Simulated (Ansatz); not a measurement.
## Mo₃W₂: rattling a relaxed structure

The cell was found from a structure generator's guess, not taken from experiment.

These are results of DFT PBE, scalar-relativistic, plane waves, PAW (Ansatz), not measurements. Plane waves to 420 eV, a k mesh through Γ of 14×14×14 on the computed 5-atom cell and Gaussian smearing (0.10 eV); no spin polarisation.

The cell below (5 atoms, space group Fmmm (No. 69)) is relaxed within its symmetry.

```yaml
crystal:
  lattice:
    - [0.00000, 2.24330, 11.20563]
    - [1.58511, 0.00000, 11.20563]
    - [1.58511, 2.24330, 0.00000]
  atoms:
    - { symbol: Mo, position: [0.00000, 0.00000, 0.00000] }
    - { symbol: Mo, position: [0.59951, 0.59951, 0.40049] }
    - { symbol: Mo, position: [0.40049, 0.40049, 0.59951] }
    - { symbol: W, position: [0.19966, 0.19966, 0.80034] }
    - { symbol: W, position: [0.80034, 0.80034, 0.19966] }
```

For the test a repeat of it with 10 atoms (edges 2.75, 5.26, 11.32 Å) was strained at random (σ = 1.5 % a component), the atoms were moved at random (σ = 0.10 Å), and all was relaxed again on a coarse 8×4×2 mesh (in the run’s order of axes) with 0.20 eV smearing, with no symmetry imposed.

Spin–orbit coupling, which can matter for W, is left out.

Problem. Is the structure stable against such a distortion?

Solution. It returns, within 1 meV/atom of the unmoved cell on that mesh and with the same symmetry when read at 0.1 Å (P-1 at 0.01 Å, so small strains and shifts remain). So it is stable against the distortions that fit this cell and that this random move excites. Modes that don't fit the cell aren't tested.
